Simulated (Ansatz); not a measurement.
**Response of YHg to small distortions**

```xyz
2
Lattice="3.6820 0.0000 0.0000 0.0000 3.6820 0.0000 0.0000 0.0000 3.6820" Properties=species:S:1:pos:R:3 pbc="T T T"
Y     1.8410    1.8410    1.8410
Hg    0.0000    0.0000    0.0000
```

Atom numbers follow the list: Y1, Hg2.

The geometry is COD entry 1523310, unchecked; take it as a test cell.

Spin polarisation is left out, and whether a magnetic state lies lower isn't shown here.

Spin–orbit coupling is left out, though it moves levels of the heavy atoms by tenths of an eV or more.

The calculation used DFT, LDA, all-electron PAW with datasets made for the crystal, scalar-relativistic in Ansatz 0.2.0.

The runs use a Γ-centred 11×11×11 k mesh, Fermi–Dirac smearing of 0.08 eV, cutoff 260 eV (chosen by the program for this cell), no spin polarisation.

The unchanged cell is at -3.48 GPa.

In a metal, stresses and small energies carry noise from the k mesh.

x, y and z are the Cartesian axes of the cell as listed; fractional coordinates follow a strain, and an engineering shear is twice the off-diagonal strain component.

One change gave: energy change under 1 meV/atom; stress change (xx, yy, zz, yz, xz, xy) 0.02, 0.02, 0.02, -0.32, -0.32, -0.32 GPa, compression positive. Which change was it?
A. equal xy, yz and zx engineering shear strains of -1 %
B. equal xy, yz and zx engineering shear strains of -2 %
C. equal xy, yz and zx engineering shear strains of +1 %
D. equal xy, yz and zx engineering shear strains of +2 %

C. For equal xy, yz and zx engineering shear strains of -2 %: energy change +3 meV/atom; stress change (xx, yy, zz, yz, xz, xy) 0.07, 0.07, 0.07, 0.73, 0.73, 0.73 GPa, compression positive. For equal xy, yz and zx engineering shear strains of -1 %: energy change under 1 meV/atom; stress change (xx, yy, zz, yz, xz, xy) 0.02, 0.02, 0.02, 0.35, 0.35, 0.35 GPa, compression positive. For equal xy, yz and zx engineering shear strains of +2 %: energy change +3 meV/atom; stress change (xx, yy, zz, yz, xz, xy) 0.07, 0.07, 0.07, -0.61, -0.61, -0.61 GPa, compression positive.
